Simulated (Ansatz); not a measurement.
PtS₂:
```yaml
crystal:
  lattice:
    - [3.51316, 0.00000, 0.00000]
    - [-1.75658, 3.04249, 0.00000]
    - [0.00000, 0.00000, 31.00000]
  atoms:
    - { symbol: S, position: [0.66667, 0.33333, 0.53911] }
    - { symbol: Pt, position: [0.00000, 0.00000, 0.50000] }
    - { symbol: S, position: [0.33333, 0.66667, 0.46089] }
```
Free-standing layer in the xy plane with vacuum along z and no interaction between images.

Relaxed with LDA.

Problem. All from the program Ansatz at the LDA level (PAW), unless another level is named. Give the band gap.

Solution. 1.75 eV (indirect).

Problem. Predict the electron effective mass, in the valley on the Γ–M line, 47 % of the way from Γ.

Solution. 0.63 along x, 0.24 along y (mₑ).

Problem. And the ionisation potential (Kohn–Sham)?

Solution. 6.53 eV.

Space group P-3m1 (1T). A layer that has been made, often on a substrate. The cell was relaxed with LDA under the symmetry of its start; whether a distortion lowers the energy is not shown. The run is not spin-polarised. Scalar-relativistic: spin–orbit coupling is off unless named, which matters more the heavier the elements.

Potentials: the later of the program's two PAW sets.
